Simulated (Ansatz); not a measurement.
MgV₂O₆:
```xyz
9
Lattice="4.6644 1.7190 0.0000 -4.6644 1.7190 0.0000 -2.4979 0.0000 6.3085" Properties=species:S:1:pos:R:3 pbc="T T T"
Mg    -1.2490     0.0000     3.1542
V     -3.2430     1.7190     1.0068
V      0.7450     1.7190     5.3017
O      1.6268     1.7190     0.4007
O     -4.1248     1.7190     5.9078
O      2.3442     1.7190     4.8783
O     -4.8421     1.7190     1.4302
O     -2.3727     1.7190     2.4309
O     -0.1252     1.7190     3.8776
```

Relaxed with r²SCAN. Special points in fractions of this cell's reciprocal vectors: Γ (0.000, 0.000, 0.000); C (0.289, 0.289, 0.000); C2 (-0.289, 0.711, 0.000); Y2 (-0.500, 0.500, 0.000); M2 (-0.500, 0.500, 0.500); D (-0.269, 0.731, 0.500); D2 (0.269, 0.269, 0.500); A (0.000, 0.000, 0.500); L2 (0.000, 0.500, 0.500); V2 (0.000, 0.500, 0.000).

**Question.** List the band energies nearest the valence-band maximum at these points for r²SCAN in the plane-wave PAW code Ansatz.

**Answer.** In eV from the valence-band maximum; about four levels below and three above (degenerate sets whole), none deeper than 8.9 eV; points with the same levels are listed once.

```json
[
 {"k": "Γ", "below": "-1.08 -0.83 -0.57 -0.43", "above": "3.31 3.34 4.06"},
 {"k": "C", "below": "-0.68 -0.60 -0.34 -0.33", "above": "3.05 3.10 3.48"},
 {"k": "Y2", "below": "-0.98 -0.96 -0.40 -0.32", "above": "3.27 3.49 3.76"},
 {"k": "M2", "below": "-1.16 -1.01 -0.73 -0.22", "above": "3.35 3.39 3.66"},
 {"k": "D", "below": "-0.81 -0.72 -0.51 -0.38", "above": "3.06 3.17 3.50"},
 {"k": "A", "below": "-0.85 -0.76 -0.76 -0.36", "above": "3.14 3.52 3.85"},
 {"k": "L2", "below": "-0.92 -0.68 -0.63 -0.01", "above": "3.06 3.13 3.40"},
 {"k": "V2", "below": "-0.78 -0.50 -0.46 -0.31", "above": "3.02 3.11 3.50"}
]
```

Space group C2/m. The workflow started from a Materials Project entry (that database holds measured and hypothetical structures alike); the Crystallography Open Database files this formula in space group No. 12, but the cells were not matched. Whether it is the stable phase at ambient conditions was not checked. Symmetry was held in the r²SCAN relaxation; its stability against distortions is not shown here. No spin polarisation was allowed. No Hubbard U is applied.

Potentials: the later of the program's two PAW sets.
